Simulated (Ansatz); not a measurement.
Mo, DFT, PBE, PAW with Ansatz's default frozen-core files, scalar-relativistic (Ansatz 0.2.0), run on 2 threads of Arm Neoverse V1 on a shared host.

The cell comes from COD entry 4001308, which wasn't checked; take it as a given geometry.

Command: `ansatz run input.yaml --threads 2 --pin off --max-ram 4096MiB --backend cpu --events-out ev --progress --plain --runs-dir out`

```yaml
crystal:
  lattice:
    - [-3.14683, 3.14683, 3.14683]
    - [3.14683, -3.14683, 3.14683]
    - [1.573415, 1.573415, -1.573415]
  atoms:
    - { symbol: Mo, position: [0.0, 0.0, 0.0] }
    - { symbol: Mo, position: [0.0, 0.5, 0.0] }
    - { symbol: Mo, position: [0.5, 0.0, 0.0] }
    - { symbol: Mo, position: [0.5, 0.5, 0.0] }
kpoints:
  mp_grid: { grid: [4, 4, 8] }
scf:
  occupations: { method: fermi_dirac, width: 0.08 }
hamiltonian:
  xc: pbe
  pseudopotentials: { kind: paw }
output:
  forces: true
  stress: true
md:
  timestep: 3.0
  n_steps: 20
  ensemble: nvt_langevin
  temperature: 300
  initial_velocities: maxwell_boltzmann
  seed: 892873
```

Problem. How large is the problem that the program sets up?

Solution. 68 irreducible k-points, 1257 plane waves at Γ, 34 bands.

Problem. Estimate the wall time and the peak memory.

Solution. 2.2 min of wall time for 107 SCF iterations, with a peak of 0.5 GiB. Times on shared machines scatter by tens of per cent.
